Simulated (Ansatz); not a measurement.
KCl:
```cif
data_Cl4K4
_chemical_formula_sum 'K4 Cl4'
_space_group_name_H-M_alt 'Fm-3m'
_space_group_IT_number 225
_space_group_name_Hall '-F 4 2 3'
_cell_length_a 6.29305
_cell_length_b 6.29305
_cell_length_c 6.29305
_cell_angle_alpha 90.000
_cell_angle_beta 90.000
_cell_angle_gamma 90.000
loop_
_atom_site_label
_atom_site_type_symbol
_atom_site_symmetry_multiplicity
_atom_site_Wyckoff_symbol
_atom_site_fract_x
_atom_site_fract_y
_atom_site_fract_z
_atom_site_occupancy
K1 K 4 a 0.00000 0.00000 0.00000 1
Cl1 Cl 4 b 0.50000 0.50000 0.50000 1
```
(The calculation used a cell of 2 atoms; values per cell refer to that cell.)

Relaxed with r²SCAN.

Task: Decompose the optical modes at the zone centre into irreducible representations, and say which are infrared and Raman allowed.

Result: Point group m-3m: Γ_opt = T1u. Infrared: T1u. Raman: none.

Task: Assign frequencies (DFPT, the program Ansatz at the r²SCAN level (PAW); without the LO–TO term).

Result: T1u 145 cm⁻¹.

The r²SCAN relaxation kept the symmetry of its start; phonons on a q-mesh show no instability.

Potentials: the later of the program's two PAW sets.
